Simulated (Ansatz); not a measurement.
Ba3SiS: computed properties

These are results of Ansatz, DFT PBE, scalar-relativistic, plane waves, PAW, not measurements.

Settings: cutoff 420 eV, Γ-centred mesh 6×6×6 on the computed 5-atom cell, Gaussian smearing of 0.10 eV; no spin polarisation.

The structure is relaxed at this level of theory with its symmetry kept, and needn't be the ground state of this composition.

```
Ba Si S
1.0
     6.20037    0.00000    0.00000
     0.00000    6.20037    0.00000
     0.00000    0.00000    6.20037
Ba Si S
3 1 1
Cartesian
  3.1002 0.0000 3.1002
  0.0000 3.1002 3.1002
  3.1002 3.1002 0.0000
  3.1002 3.1002 3.1002
  0.0000 0.0000 0.0000
```

(1) Formation energy from the elements' standard states (uncorrected)?

(2) Kohn–Sham band gap?

(3) Density of states at the Fermi level?

(4) Bader charge by site (e)?

Spin-orbit coupling is left out, which matters for the bands of heavy elements.

## Answers

(1) -0.377 eV/atom.

(2) none (metal).

(3) 1.4 states/eV per cell.

(4) Ba (3 in the cell) 1.17, Si (1 in the cell) -1.98, S (1 in the cell) -1.54.

Another cell of Ba3SiS relaxed alike, in Pm-3m, lies 0.34 eV/atom lower, so this cell isn't the stable form at this level.

The cell was found from a structure generator's guess, not taken from experiment.
